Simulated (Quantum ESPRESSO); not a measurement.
# Ta2AuTi3Rh2: one composition in several site orders

Computed values, not a measurement. The program is pw.x of Quantum ESPRESSO 7.5 (plane-wave density functional theory). The cell is made up: eight metal atoms on a hexagonal close-packed lattice, with elements, volume, strain and displacements drawn at random and not relaxed, so it may be unstable or far from any real phase. PseudoDojo standard norm-conserving files set the functional (PBE unless stated); there is no spin polarisation or spin-orbit coupling, the Fermi-Dirac width of 0.25 eV means electrons at about 2900 K, and the masses in the input are unused placeholders. Heavy elements are run without spin-orbit coupling, which real alloys of them have. A spin test at this wide smearing found no moment, but such smearing suppresses magnetism that the real alloy may have.

The runs put one composition on the sites in different orders. Cell, positions, cutoff, mesh and smearing stay as in the input of run 1; sites are counted in its order. Stress in the tables is positive in tension.

Input of run 1:

```
&control calculation='scf', pseudo_dir='./dojo.nc.sr.pbe.v0_5.standard.upf', outdir='./o', disk_io='minimal', tprnfor=.true., tstress=.true. /
&system ibrav=0, nat=8, ntyp=4, nbnd=75, ecutwfc=87.97787729, nosym=.true., tot_charge=0,
 occupations='smearing', smearing='fd', degauss=0.0183746611
/
&electrons conv_thr=1.470e-08, electron_maxstep=70, mixing_beta=0.5 /
ATOMIC_SPECIES
Au 1.0 Au.upf
Rh 1.0 Rh.upf
Ta 1.0 Ta.upf
Ti 1.0 Ti.upf
CELL_PARAMETERS angstrom
0.0 0.0 4.719
5.6306 0.0 0.0
-2.8153 4.8763 0.0
ATOMIC_POSITIONS angstrom
Ta -0.0723 -0.0488 -0.0226
Ta -1.4135 2.4914 -0.0582
Au 2.7754 0.0903 -0.0045
Ti 1.3448 2.5399 0.0884
Ti -0.0766 1.6293 2.3649
Rh -1.3728 4.0587 2.3465
Ti 2.7795 1.6309 2.2721
Rh 1.4649 4.0333 2.4165
K_POINTS automatic
5 5 5 1 1 1
```

| run | elements on sites 1 to 8 | free energy less that of run 1 (eV) | -TS (eV) | pressure (GPa) | stress xx (GPa) | stress yy (GPa) | stress zz (GPa) | stress yz (GPa) | stress xz (GPa) | stress xy (GPa) | iterations |
| --- | --- | --- | --- | --- | --- | --- | --- | --- | --- | --- | --- |
| 1 | Ta Ta Au Ti Ti Rh Ti Rh | 0.000 | -1.923 | 4.82 | -8.83 | -3.35 | -2.28 | -0.11 | 0.37 | -2.29 | 20 |
| 2 | Ti Ti Ta Au Rh Rh Ti Ta | -0.228 | -1.963 | 4.59 | -2.40 | -7.97 | -3.41 | -0.10 | -0.35 | 2.12 | 19 |
| 3 | Rh Ti Ta Au Rh Ta Ti Ti | 0.127 | -1.983 | 4.73 | -2.54 | -7.93 | -3.72 | 0.18 | 0.13 | -0.02 | 19 |
| 4 | Rh Ti Ta Rh Ti Ti Au Ta | -0.396 | -1.956 | 4.57 | -2.41 | -8.01 | -3.28 | -0.17 | -0.25 | -0.70 | 19 |
| 5 | Ti Ti Ta Ta Rh Au Rh Ti | 0.074 | -1.888 | 3.85 | -6.26 | -3.08 | -2.20 | -0.31 | -0.15 | -0.12 | 19 |
| 6 | Ti Ti Ta Rh Ta Au Rh Ti | -0.366 | -1.975 | 3.56 | -3.02 | -3.84 | -3.83 | 0.25 | -0.26 | 2.91 | 20 |

Forces Fx Fy Fz (eV/Å):

```
site              run 1              run 2              run 3              run 4              run 5              run 6
   1     0.46 0.78 0.24     0.95 1.49 0.40     0.30 0.94 0.16     0.61 1.13 0.21     0.29 0.79 0.26     0.44 0.30 0.47
   2    0.32 -0.16 0.13    0.53 0.03 -0.08    0.22 -0.50 0.05    -0.13 0.13 0.11   -0.19 -0.30 0.03   -0.51 -0.12 0.21
   3  -0.23 -0.07 -0.19  -0.49 -0.14 -0.13   -0.26 0.11 -0.12  -0.50 -0.05 -0.25    0.27 0.07 -0.14   -0.19 0.82 -0.07
   4  -0.35 -0.54 -0.32   0.00 -1.40 -0.65  -0.21 -1.10 -0.55  -0.65 -0.98 -0.38  -0.25 -0.74 -0.44  -0.26 -0.25 -0.58
   5    0.37 0.17 -0.16   -0.02 -0.50 0.05   -0.09 -0.01 0.10   0.94 -0.49 -0.07    0.17 -0.32 0.04   0.69 -0.25 -0.13
   6  -0.11 -0.03 -0.12    -0.56 0.16 0.02    0.17 0.59 -0.15   -0.28 0.35 -0.21   -0.43 0.09 -0.10   -0.44 0.24 -0.07
   7    0.01 -0.06 0.54    0.17 -0.22 0.64   -0.06 -0.50 0.51     0.19 0.15 0.71     0.31 0.16 0.54    0.48 -0.08 0.43
   8  -0.46 -0.09 -0.11   -0.59 0.58 -0.26    -0.08 0.49 0.01  -0.19 -0.23 -0.11   -0.16 0.25 -0.20  -0.21 -0.66 -0.26
```

The sites are displaced and not relaxed, so the energy differences mix bonding between neighbours with strain and are not ordering energies. A rerun of one cell of this series at a higher cutoff and on a denser mesh moved values by no more than 0.002 eV in energy, 0.05 GPa in stress and 0.004 eV/Å in force, and a second program with other atomic files agreed on that cell to 2 % rms in force and 0.5 GPa in pressure.